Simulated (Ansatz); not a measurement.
# Relaxing an invented In₂CuO₄ structure

Computed with DFT PBE, scalar-relativistic, plane waves, PAW in Ansatz 0.2.0. Cutoff 420 eV, Gaussian smearing, Γ-centred meshes. Cell and atoms relax first on a coarse mesh and then on a finer one. In between, the cell is made exact in the group found at 0.06 Å. In metals the finer mesh still leaves noise of several meV/atom or more. The steps can't lower the symmetry of their start. Collinear spin, starting moments Cu 1.0 μB.

A trial structure of In₂CuO₄ was built thus: random cell by space group and Wyckoff sites (P6/mmm, No. 191). The dimensions are guesses.

Space group P6/mmm (No. 191). a = 5.618 Å, b = 5.618 Å, c = 3.627 Å, α = 90.00°, β = 90.00°, γ = 120.00°
```
atom  site  symmetry       x       y       z
  In    2c      -6m2  0.3333  0.6667  0.0000
  Cu    1a     6/mmm  0.0000  0.0000  0.0000
   O    1b     6/mmm  0.0000  0.0000  0.5000
   O    3f       mmm  0.5000  0.0000  0.0000
```

Formation energies are uncorrected and refer to the elements' standard structures at the same level (O₂ as a molecule).

Q: Describe the relaxed structure.

A: The symmetry stays P6/mmm (No. 191). The volume per atom grows by 42.4 %, from 14.2 to 20.2 Å³. The shortest distance goes from 1.62 Å (In–O) to 1.76 Å (Cu–O). The ratio c/a of the conventional cell changes by a factor of 0.80. The energy falls by about 2.2 eV/atom (the start's value is from the coarse mesh). Conventional cell: a = 6.811 Å, c = 3.514 Å. In is surrounded by 3 O at 1.97 Å; Cu has 2 O at 1.76 Å; around O on a site of symmetry 6/mmm lie 2 Cu at 1.76 Å; O on a site of symmetry mmm has 2 In at 1.97 Å.

```xyz
7
Lattice="6.8107 0.0000 0.0000 -3.4054 5.8982 0.0000 0.0000 0.0000 3.5143" Properties=species:S:1:pos:R:3 pbc="T T T"
In    0.0000    3.9322    0.0000
In    3.4054    1.9661    0.0000
Cu    0.0000    0.0000    0.0000
O     0.0000    0.0000    1.7571
O     3.4054    0.0000    0.0000
O    -1.7027    2.9491    0.0000
O     1.7027    2.9491    0.0000
```

Q: Give its energy and gap.

A: The formation energy is −0.53 eV/atom, the gap on the 6×6×10 mesh of the 7-atom cell is 0 eV (a metal) and the net moment per atom is 0.14 μB. The moment by site is Cu 0.4; O 0.4 μB.

The last run used collinear spin and Gaussian smearing of 0.10 eV. In such compounds of Cu a zero gap at this level may well be an artefact, since no Hubbard U is applied. The magnetic state reached may not be the lowest. A structure relaxed within its symmetry needn't be a true minimum. Another cell of In2CuO4 relaxed alike, in I4/mmm (a cell as deposited in COD), lies 0.50 eV/atom lower, so this cell isn't the stable form at this level. Site moments count only spheres around the atoms; the net moment includes the space between them.
